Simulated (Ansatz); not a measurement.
**Band structure of Zn3Ni**

```
Zn Ni
1.0
    -1.80656    1.80656    3.87600
     1.80656   -1.80656    3.87600
     1.80656    1.80656   -3.87600
Zn Ni
3 1
Direct
  0.75000 0.25000 0.50000
  0.25000 0.75000 0.50000
  0.50000 0.50000 0.00000
  0.00000 0.00000 0.00000
```

Atom numbers follow the list: Zn1, Zn2, Zn3, Ni4.

The conventional cell has a = 3.613 Å, b = 3.613 Å, c = 7.752 Å, α = 90.00°, β = 90.00°, γ = 90.00°. Around Zn (atom 1) lie 8 Zn at 2.55 to 2.65 Å and 4 Ni at 2.65 Å. Around Zn (atom 3) lie 4 Ni at 2.55 Å and 8 Zn at 2.65 Å. Ni (atom 4) has 12 Zn at 2.55 to 2.65 Å as nearest neighbours.

Structure from Materials Project entry mp-971941 (possibly hypothetical), not relaxed further.

Spin polarisation is left out, and whether a magnetic state lies lower isn't shown here.

Level of theory: Ansatz 0.2.0, DFT, PBEsol, all-electron LAPW, scalar-relativistic.

Sampling and basis: a Γ-centred 16×16×16 k mesh, Fermi–Dirac smearing of 0.05 eV, basis error target 1 meV/atom, no spin polarisation.

Points in fractions of the reciprocal vectors of this cell: Γ (0, 0, 0), X (0, 0, 0.5), P (0.25, 0.25, 0.25), N (0, 0.5, 0), M (0.5, 0.5, -0.5), S (0.304, 0.696, -0.304), S0 (-0.304, 0.304, 0.304). The path joins them by straight lines in the order Γ–X–P–N–Γ–M–S–S0–Γ; legs that retrace an earlier one aren't tabulated. Energies are in eV from the Fermi level.

Q: Is there a gap?

A: none: bands cross the Fermi level, a metal.

Q: List the levels between -14 and 6.5 eV at the symmetry points.

A: 
Γ: -10.77, -8.26, -8.24, -8.18, -7.69 (×2), -7.53 (×2), -7.51, -7.22, -7.07, -6.98, -6.86 (×2), -6.80, -6.49, -2.08, -1.94, -1.86 (×2), -1.23, -1.20, 3.23, 3.82 (×2), 4.10 (×2), 5.36, 5.89
X: -8.34, -8.30, -8.01, -7.80, -7.59, -7.57, -7.56, -7.42, -7.29, -7.22, -7.15, -7.06, -6.96, -6.76, -6.65, -5.08, -3.75, -2.87, -2.72, -2.30, -1.86, -1.84, -1.18, -0.61, 1.20, 1.62, 6.47
P: -8.18 (×2), -8.17, -8.16, -7.61 (×2), -7.29, -7.26, -7.25, -7.24 (×2), -6.98, -6.87 (×2), -6.74, -4.83, -3.75, -3.42 (×2), -1.93 (×2), -1.18, -0.91, -0.82, 2.89 (×2), 2.91, 3.21
N: -8.31, -7.89, -7.84, -7.81, -7.70, -7.64, -7.59, -7.50, -7.42, -7.38, -7.35, -7.10, -7.02, -6.97, -6.72, -6.59, -6.00, -3.08, -1.99, -1.60, -1.50, -1.16, -0.91, 0.77, 5.23, 5.29
M: -8.96, -8.47, -8.13, -8.12 (×2), -8.08, -7.98, -7.33, -7.06, -7.04 (×2), -6.81 (×2), -6.73 (×2), -6.64, -6.49, -1.89, -1.48, -1.37 (×2), -1.25, 0.12 (×2), 4.79, 5.05
S: -8.21, -7.98, -7.95, -7.86, -7.77, -7.74, -7.68, -7.51, -7.33, -7.24, -7.16, -7.10, -7.00, -6.93, -6.75, -5.87, -5.77, -5.14, -1.94, -1.59, -1.46, -1.37, -1.19, 3.09, 4.79, 5.62, 5.90
S0: -8.21, -7.98, -7.95, -7.86, -7.77, -7.74, -7.68, -7.51, -7.33, -7.24, -7.16, -7.10, -7.00, -6.93, -6.75, -5.87, -5.77, -5.14, -1.94, -1.59, -1.46, -1.37, -1.19, 3.09, 4.79, 5.62, 5.90
